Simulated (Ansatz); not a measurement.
## Every step of a relaxation of bcc Mo (100), 3 layers

DFT, PBE, PAW with Ansatz's default frozen-core files, scalar-relativistic (Ansatz 0.2.0); a Γ-centred 12×12×1 k mesh, Fermi–Dirac smearing of 0.08 eV, no spin polarisation. The run relaxes the atoms in the fixed cell.

Command: `ansatz run input.yaml --threads 1 --pin off --max-ram 3584MiB --backend cpu --events-out ev --progress --plain --runs-dir out` It took 41 s on 1 thread of INTEL(R) XEON(R) PLATINUM 8581C CPU @ 2.10GHz (Emerald Rapids) (shared host), peak memory 0.5 GiB.

```yaml
crystal:
  lattice:
    - [3.1607300689, 0.0, 0.0]
    - [0.0, 3.1607300689, 0.0]
    - [0.0, 0.0, 19.1607]
  atoms:
    - { symbol: Mo, position: [0.0, 0.0, 0.4175204959] }
    - { symbol: Mo, position: [0.5, 0.5, 0.5] }
    - { symbol: Mo, position: [0.0, 0.0, 0.5824795041] }
kpoints:
  mp_grid: { grid: [12, 12, 1] }
scf:
  occupations: { method: fermi_dirac, width: 0.08 }
hamiltonian:
  xc: pbe
  pseudopotentials: { kind: paw }
output:
  forces: true
  stress: true
  eigenvalues: true
  write_density: true
  write_potential: true
  elf: true
  volumetric_format: npy
relax:
  f_tol: 0.01
  max_steps: 40
efield:
  axis: 3
  amplitude: 0
  dipole_correction: true
```

Each step lists its free energy a cell above the last geometry, and Cartesian positions (Å) with forces (eV/Å).

The first step:

```
step 1  dF = 172.11 meV
  Mo 0.0000 0.0000 8.0000   0.0000 0.0000 1.3900
  Mo 1.5804 1.5804 9.5803   0.0000 0.0000 0.0000
  Mo 0.0000 0.0000 11.1607   0.0000 0.0000 -1.3900
```

Where does the relaxation end, and by which steps?

After 5 geometries, with a shortest distance of 2.666 Å. The further steps:
```
step 2  dF = 40.60 meV
  Mo 0.0000 0.0000 8.1950   0.0000 0.0000 -0.5748
  Mo 1.5804 1.5804 9.5803   0.0000 0.0000 0.0000
  Mo 0.0000 0.0000 10.9657   0.0000 0.0000 0.5748
step 3  dF = 6.89 meV
  Mo 0.0000 0.0000 8.1540   0.0000 0.0000 -0.2442
  Mo 1.5804 1.5804 9.5803   0.0000 0.0000 0.0000
  Mo 0.0000 0.0000 11.0067   0.0000 0.0000 0.2442
step 4  dF = 0.52 meV
  Mo 0.0000 0.0000 8.1189   0.0000 0.0000 0.0705
  Mo 1.5804 1.5804 9.5803   0.0000 0.0000 0.0000
  Mo 0.0000 0.0000 11.0418   0.0000 0.0000 -0.0705
step 5  dF = 0.00 meV
  Mo 0.0000 0.0000 8.1265   0.0000 0.0000 -0.0016
  Mo 1.5804 1.5804 9.5803   0.0000 0.0000 0.0000
  Mo 0.0000 0.0000 11.0342   0.0000 0.0000 0.0016
step 6  dF = 0.00 meV  (same geometry, solved once more)
  Mo 0.0000 0.0000 8.1265   0.0000 0.0000 -0.0018
  Mo 1.5804 1.5804 9.5803   0.0000 0.0000 0.0000
  Mo 0.0000 0.0000 11.0342   0.0000 0.0000 0.0018
```
